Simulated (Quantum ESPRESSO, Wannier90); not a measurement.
Wannierisation of InP (zinc blende)

```yaml
crystal:
  lattice:
    - [0.00000, 2.95198, 2.95198]
    - [2.95198, 0.00000, 2.95198]
    - [2.95198, 2.95198, 0.00000]
  atoms:
    - { symbol: In, position: [0.00000, 0.00000, 0.00000] }
    - { symbol: P, position: [0.75000, 0.75000, 0.75000] }
```

Materials Project entry mp-20351; symmetrised, unrelaxed at this level. COD (Crystallography Open Database) has an entry of this formula and space group (matched by these alone). Computed values, not measurements, from PBEsol: Quantum ESPRESSO (norm-conserving PseudoDojo potentials, cutoff 56 Ry, spinors with spin-orbit coupling) on a Γ-centred 8×8×8 mesh, then Wannier90. Density: 10×10×10 mesh, Gaussian smearing 0.01 Ry.

Base run: 16 functions from bands 11-40 of the 40 computed, start hydrogen-like In: s;p; P: s;p, centres 0.05 Å off the atoms, frozen window up to 1.96 eV relative to the valence-band maximum, outer window open. Its settings: num_cg_steps = 5, trial_step = 2 and dis_mix_ratio = 0.5 (the program's defaults), conv_tol = 1.0e-6 over 4 steps, num_iter = 1000, dis_conv_tol = 1.0e-6, dis_num_iter = 1000. One of them is changed at a time.

```json
[
 {"run": "base", "disentanglement steps": "90", "localisation steps": "323", "Ω_I (Å²)": "23.416", "Ω_total (Å²)": "27.060", "ended": "converged"},
 {"run": "trial_step = 10.0", "disentanglement steps": "90", "localisation steps": "322", "Ω_I (Å²)": "23.416", "Ω_total (Å²)": "27.060", "ended": "converged"},
 {"run": "fixed_step = 0.5", "disentanglement steps": "90", "localisation steps": "1000", "Ω_I (Å²)": "23.416", "Ω_total (Å²)": "36.103", "ended": "step limit"},
 {"run": "dis_num_iter = 20", "disentanglement steps": "20", "localisation steps": "321", "Ω_I (Å²)": "24.019", "Ω_total (Å²)": "27.733", "ended": "step limit"}
]
```
